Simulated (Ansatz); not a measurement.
Stackings of close-packed layers of SbPt (capitals for Pt, lower case for the other element), each relaxed to a stress under 0.05 GPa; energies count from the stacking AcBaCb (R-3m).

Theory: Ansatz 0.2.0, DFT PBEsol, scalar-relativistic, plane waves, PAW.

Cutoff 420 eV; k points 12×12×2 on the computed 12-atom cell (Γ-centred); Gaussian smearing, width 0.10 eV; no spin polarisation.

Start (AcBaCbAbCaBc):

```
CELL_PARAMETERS angstrom
3.85777 0.00000 0.00000
-1.92889 3.34093 0.00000
0.00000 0.00000 19.05749
ATOMIC_POSITIONS crystal
Pt 0.00000 0.00000 0.00000
Sb 0.66667 0.33333 0.08333
Pt 0.33333 0.66667 0.16667
Sb 0.00000 0.00000 0.25000
Pt 0.66667 0.33333 0.33333
Sb 0.33333 0.66667 0.41667
Pt 0.00000 0.00000 0.50000
Sb 0.33333 0.66667 0.58333
Pt 0.66667 0.33333 0.66667
Sb 0.00000 0.00000 0.75000
Pt 0.33333 0.66667 0.83333
Sb 0.66667 0.33333 0.91667
```

Question: Give the relaxed structure and its energy.

Answer: The free energy falls by 6 meV/atom.

- excess energy (meV/atom): 55.3
- excess energy on a denser mesh (meV/atom): 53.9
- spacing of like layers (Å): 3.266
- a (Å): 3.818
- gap on the mesh (eV): 0
- denser mesh: 21×21×4

Relaxed structure:
```yaml
crystal:
  lattice:
    - [3.81785, 0.00000, 0.00000]
    - [-1.90893, 3.30636, 0.00000]
    - [0.00000, 0.00000, 19.59765]
  atoms:
    - { symbol: Pt, position: [0.00000, 0.00000, 0.00000] }
    - { symbol: Sb, position: [0.66667, 0.33333, 0.08554] }
    - { symbol: Pt, position: [0.33333, 0.66667, 0.16680] }
    - { symbol: Sb, position: [0.00000, 0.00000, 0.25000] }
    - { symbol: Pt, position: [0.66667, 0.33333, 0.33320] }
    - { symbol: Sb, position: [0.33333, 0.66667, 0.41446] }
    - { symbol: Pt, position: [0.00000, 0.00000, 0.50000] }
    - { symbol: Sb, position: [0.33333, 0.66667, 0.58554] }
    - { symbol: Pt, position: [0.66667, 0.33333, 0.66680] }
    - { symbol: Sb, position: [0.00000, 0.00000, 0.75000] }
    - { symbol: Pt, position: [0.33333, 0.66667, 0.83320] }
    - { symbol: Sb, position: [0.66667, 0.33333, 0.91446] }
```

Spin-orbit coupling is left out, which matters for the bands of heavy elements.

Small energy differences in metals hang on the k mesh (about 10 mJ/m² or 1 to 2 meV/atom on the mesh of the relaxation).

The run took 8.9 min on 1 thread of Arm Neoverse V1 (shared host), peak memory 0.99 GiB.